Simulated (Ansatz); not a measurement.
The geometry is COD entry 1509214, unchecked; take it as a test cell.

AgB2: DFT, PBEsol, PAW with Ansatz's default frozen-core files, scalar-relativistic (Ansatz 0.2.0).

Command: `ansatz run input.yaml --threads 1 --pin off --max-ram 4096MiB --backend cpu --events-out ev --progress --plain --runs-dir out` The run took 30 s on 1 thread of Arm Neoverse V1 (shared host), peak memory 0.4 GiB.

```yaml
crystal:
  lattice:
    - [3.0000016405, 0.0, 0.0]
    - [-1.5000008203, 2.5980776321, 0.0]
    - [0.0, 0.0, 3.24]
  atoms:
    - { symbol: Ag, position: [0.0, 0.0, 0.0] }
    - { symbol: B, position: [0.3333333333, 0.6666666667, 0.5] }
    - { symbol: B, position: [0.6666666667, 0.3333333333, 0.5] }
kpoints:
  mp_grid: { grid: [16, 16, 13] }
  band_path:
    path:
      - [0.0, 0.0, 0.0]
      - [0.5, 0.0, 0.0]
      - [0.3333333333, 0.3333333333, 0.0]
      - [0.0, 0.0, 0.0]
      - [0.0, 0.0, 0.5]
      - [0.5, 0.0, 0.5]
      - [0.3333333333, 0.3333333333, 0.5]
      - [0.0, 0.0, 0.5]
      - [0.5, 0.0, 0.5]
    npoints: 14
scf:
  occupations: { method: fermi_dirac, width: 0.05 }
hamiltonian:
  xc: pbesol
  pseudopotentials: { kind: paw }
output:
  forces: true
  stress: true
  eigenvalues: true
  efg: { contact_densities: true }
  populations: true
  bader: true
  dos: { projected: true, de: 0.2, e_range: [-14, 8] }
  write_density: true
  write_potential: true
  elf: true
  volumetric_format: npy
```

Output:

```
Ag: output.efg is read without spin–orbit coupling, which moves field gradients at and beside such atoms by some per cent and up to a factor of two; PAW files take it under magnetization.noncollinear and magnetization.spin_orbit
Engine: ansatz 0.2.0
Pseudopotentials: kind: paw
Pseudopotential: Ag, paw, valence charge 19, recommended cutoff 420 eV (normal)
Pseudopotential: B, paw, valence charge 3, recommended cutoff 420 eV (normal)
Functional definition: PBEsol
  exchange = pbesol_x
  correlation = pbesol_c
Crystal: 3 atoms, lattice volume = 25.253 Å³
Basis set: ecut = 420 eV, 491 PW (Γ), exchange–correlation on 48×48×48 points (8 copies of the dense FFT grid, shifted against one another)
Bands: 17, of which v1, the nominal top of the filled ones, is band 13 counted from 1 (12 counted from 0)
Symmetry: 24 space group operations
Space group: P6/mmm (ITA 191), of the structure as read, at distance tolerance 2.9e-5 Å
k-points: 210 of 3328
Non-local potential: Ag, projectors of the file, l = 0: 3, l = 1: 2, l = 2: 2, l = 3: 1
Non-local potential: B, projectors of the file, l = 0: 2, l = 1: 2, l = 2: 1
PAW form: soft (Blöchl's): semilocal exchange-correlation on the pseudo side does not see the compensation charge
PAW frozen core: Ag, regenerated for the run's functional, and the local potential with it (the file was generated under x = pbe(κ = 0.804, μ = 0.2195149727645171), c = pbe(β = 0.06672455060314922))
PAW frozen core: B, regenerated for the run's functional, and the local potential with it (the file was generated under x = pbe(κ = 0.804, μ = 0.2195149727645171), c = pbe(β = 0.06672455060314922))
PAW one-centre angular grid: Ag, 590 points (default); XC on 64 Gauss nodes
PAW one-centre angular grid: B, 110 points (default); XC on 64 Gauss nodes
Initial density: superposition of atomic densities (neutral atoms: chi_scale 0, normalization atom), corrected by the library's trained network
Initial wavefunctions: pseudopotential atomic-orbital guess
Functional: x = pbesol(κ = 0.804, μ = 0.12345679012345678), c = pbesol(β = 0.046)
SCF iter   1: F=—  HF=-7825.008042 eV  |F-HF|=—  |Δ(HF+E_count)|=         —  Δρ=8.95e-3  dr2=1.57e-2  ethr=1.77e-3  ⟨swp⟩=4.3  Hψ=15120  notcnv=0
preconditioner: auto → none  [metal: Δε(μ)=0.012 eV  Ē_g=12.665 eV  σ=0.050 eV  W_gap=0.06  n_scr=8 (ndim 8)  ℏωp=30.5 eV  f_vac=0.000  D(μ)=1.44/eV (n_scr^D=20)  sad-step TF]
SCF iter   2: F=—  HF=-7825.004187 eV  |F-HF|=—  |Δ(HF+E_count)|=   3.85e-3  Δρ=4.37e-3  dr2=4.36e-3  ethr=6.28e-5  ⟨swp⟩=1.9  Hψ=6005  notcnv=0
SCF iter   3: F=—  HF=-7825.002519 eV  |F-HF|=—  |Δ(HF+E_count)|=   1.67e-3  Δρ=4.89e-4  dr2=5.00e-5  ethr=1.75e-5  ⟨swp⟩=2.1  Hψ=5059  notcnv=0
SCF iter   4: F=—  HF=-7825.002508 eV  |F-HF|=—  |Δ(HF+E_count)|=   1.13e-5  Δρ=9.47e-5  dr2=1.47e-6  ethr=2.00e-7  ⟨swp⟩=2.0  Hψ=5340  notcnv=0
iter 5 did not close the SCF: its close was put off for the readings that it lacked (scf_convergence_deferred on its scf_iter line)
SCF iter   5: F=-7825.002508 eV  HF=-7825.002508 eV  |F-HF|=2.79e-8  |Δ(HF+E_count)|=   2.17e-7  Δρ=1.56e-5  dr2=4.58e-8  ethr=5.88e-9  ⟨swp⟩=2.4  Hψ=5994  notcnv=0
SCF iter   6: F=-7825.002508 eV  HF=-7825.002508 eV  |F-HF|=7.91e-11  |Δ(HF+E_count)|=   9.58e-9  Δρ=1.23e-6  dr2=1.80e-10  ethr=1.83e-10  ⟨swp⟩=5.2  Hψ=19412  notcnv=0
SCF 1 converged in 6 iterations: F = -7825.002508 eV  dr2 = 1.80e-10
  greatest PAW one-centre occupation: 1.001 electrons in one spin orbital (limit 2), on the Ag atom at site 0 (counted from 0), in its partial waves of l = 0
NSCF: frozen V_eff on 113 k-points
SCF converged after 6 iterations
Free energy (F): -7825.002508 eV
Harris-Foulkes:  -7825.002508 eV  (|F-HF|=7.91e-11)
Internal energy: -7824.990852 eV  (E = F + TS)
E sigma→0 (E₀):  -7824.996680 eV
Entropy (-TS):   -0.011657 eV (-3.886 meV/atom)
Fermi energy:    18.487673 eV
--- Per-component energies (eV) ---
  E_band       = -163.863359
  E_kinetic    = 633.166110
  E_local      = -2345.736471  (includes V_loc(G=0)·N_el)
  E_nonlocal   = 107.308321
  E_hartree    = 1086.227803
  E_xc         = -251.454808
  E_vxc        = -315.619306  (∫ρ·V_xc dr)
  E_paw        = -3985.255951  (= ΣΔE_a)
  E_vpaw       = -415.438332  (= ΣTr[D̂ρ^β])
  E_aug_tail   = 0.000307  (compensation charges beyond the density's cutoff)
  E_ewald      = -3069.598323
  E_core_change = 0.352161  (= ΣΔE_core)
  E_smearing   = -0.011657  (= −TS)
  E_closure    = 0.000000  (closes the sum)
  Σ components = -7825.002508   (vs F -7825.002508, Δ=0.00e0)
--- Forces (eV/Å), atoms counted from 1 ---
  atom   1  Ag     0.00000000     0.00000000     0.00000000
  atom   2  B      0.00000000    -0.00000000     0.00000000
  atom   3  B     -0.00000000     0.00000000    -0.00000000
  max |Σ_I F_I| component: 6.01e-17 eV/Å
--- Stress (GPa, compression-positive) ---
       36.395093       0.000000       0.000000
        0.000000      36.395093      -0.000000
        0.000000      -0.000000      67.799159
  P = ⅓ Tr σ = 46.8631 GPa (468.631 kbar)
--- PAW observables at the nuclei: V_zz in 10²¹ V/m², potentials from the cell's mean, atoms counted from 1 ---
  atom   1  Ag V_zz =    -7.241976   η = 0.0000   by run symmetry: allowed
            electrostatic potential = -7483.150344 V   contact ρ = 946992.041305 e/Å³
  atom   2  B  V_zz =    +2.642461   η = 0.0000   by run symmetry: allowed
            electrostatic potential = -335.962614 V   contact ρ = 482.275556 e/Å³
  atom   3  B  V_zz =    +2.642461   η = 0.0000   by run symmetry: allowed
            electrostatic potential = -335.962614 V   contact ρ = 482.275556 e/Å³
--- Band table (eV; the first three rows and the last of 210) ---
  k-point 0: bands = ["-74.5247", "-38.0434", "-38.0434", "-38.0013", "4.0470", "11.2832", "11.8359", "11.8359", "13.3984", "13.3984", "15.1980", "19.5681", "19.5681", "24.0271", "24.0271", "24.1330", "25.6357"]
  k-point 1: bands = ["-74.5246", "-38.0433", "-38.0433", "-38.0028", "4.1258", "11.2290", "11.8655", "11.8655", "13.3497", "13.3497", "14.9923", "19.4934", "19.4934", "24.1902", "24.1902", "24.5306", "25.5982"]
  k-point 2: bands = ["-74.5245", "-38.0430", "-38.0430", "-38.0069", "4.3586", "11.0334", "11.9498", "11.9498", "13.2190", "13.2190", "14.5255", "19.2857", "19.2857", "24.6552", "24.6552", "25.4993", "25.5974"]
  k-point 209: bands = ["-74.5159", "-38.1073", "-38.0968", "-38.0130", "8.3564", "8.8676", "11.5791", "11.7973", "12.0926", "13.9113", "16.9315", "17.0594", "17.7780", "18.8961", "21.7157", "29.5854", "29.7769"]
--- Löwdin populations: 3 sites ---
  site symbol       q [e]
     0     Ag     17.8554
     1      B      3.5442
     2      B      3.5442
  spilling = 0.002247 (of n_electrons = 25.000000)
--- Bader charges: 3 sites ---
  site symbol  charge [e]  shift [e]
     0     Ag      0.3648     0.0022
     1      B     -0.1824     0.0011
     2      B     -0.1824     0.0011
  estimated error of the sums over rays = 4.7e-4 e
```

populations.tsv:

```
# site	symbol	l	j	q
# orbitals = lowdin
# n_electrons = 25.000000
# spilling = 0.002247
0	Ag	0_4S	-	1.969372
0	Ag	0_5S	-	0.362715
0	Ag	1_4P	-	5.991539
0	Ag	2_4D	-	9.531760
1	B	0_2S	-	0.812602
1	B	1_2P	-	2.731617
2	B	0_2S	-	0.812602
2	B	1_2P	-	2.731617
```

bader_charges.tsv:

```
# site	symbol	x_ang	y_ang	z_ang	partial_charge_e	electrons	volume_ang3	relative_density_drop	shared_charge_e	partial_wave_shift_e
# quadrature_error_electrons = 4.7e-4
0	Ag	0.0000	0.0000	0.0000	0.36475	46.63525	11.99	-	0.36475	0.00221
1	B	0.0000	1.7321	1.6200	-0.18238	5.18238	6.63	-	-0.18238	0.00110
2	B	1.5000	0.8660	1.6200	-0.18238	5.18238	6.63	-	-0.18238	0.00110
```
